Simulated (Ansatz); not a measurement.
Relaxed-ion elastic tensor of SnMo3C (anti-perovskite, Pm-3m) in GPa (Voigt order), r²SCAN (plane waves, PAW; program Ansatz); density 9.40 g/cm³, 14.79 Å³ per atom.

```
     1    2    3     4     5     6
-  ---  ---  ---  ----  ----  ----
1  451  136  136   0.0   0.0   0.0
2  136  451  136   0.0   0.0   0.0
3  136  136  451   0.0   0.0   0.0
4  0.0  0.0  0.0  75.2   0.0   0.0
5  0.0  0.0  0.0   0.0  75.2   0.0
6  0.0  0.0  0.0   0.0   0.0  75.2
```

Question: Is the crystal mechanically stable?

Answer: Yes: the smallest eigenvalue of C is 75.2 GPa.

Question: Work out the Voigt, Reuss and Hill averages.

Answer: K_V = 241, K_R = 241, K_H = 241; G_V = 108, G_R = 95.1, G_H = 102 GPa.

Question: Give Young's modulus, Poisson's ratio, Pugh's ratio and the universal anisotropy index.

Answer: E = 9KG/(3K + G) = 267 GPa; ν = 0.32; K/G = 2.37 (ductile by the Pugh limit of 1.75); A_U = 5G_V/G_R + K_V/K_R − 6 = 0.69.

Question: Estimate the sound speeds and the Debye temperature.

Answer: v_l = √((K + 4G/3)/ρ) = 6330 m/s, v_t = √(G/ρ) = 3290 m/s, mean 3680 m/s; Θ = (h/k)(3n/4πV)^(1/3) v_m = 446 K.

Question: Give the Zener ratio and Young's modulus along [100], [110] and [111].

Answer: A = 2C44/(C11 − C12) = 0.48; 1/E = S11 − 2(S11 − S12 − S44/2)Γ with Γ = 0, 1/4, 1/3 gives 388, 232, 204 GPa.

Question: Solve the Christoffel equation for the three sound speeds along [100], [110], [111].

Answer: Eigenvalues of C_ijkl n_j n_l equal ρv². In km/s, slowest first: [100] 2.83, 2.83, 6.93; [110] 2.83, 4.09, 6.26; [111] 3.72, 3.72, 6.02.

The start of the workflow was typed in or built on a structure type; neither database checked (COD, Materials Project) lists it. Its standing as an ambient phase is unchecked. The cell was relaxed with r²SCAN under the symmetry of its start; whether a distortion lowers the energy is not shown. No spin polarisation was allowed. Its formation energy is positive at this level, so the cell may be metastable or incomplete. As this level gives no gap, shear constants depend on the k-mesh and smearing (Fermi–Dirac, 0.1 eV here). Scalar-relativistic: spin–orbit coupling is off unless named, which matters more the heavier the elements.

Potentials: the earlier of the program's two PAW sets.
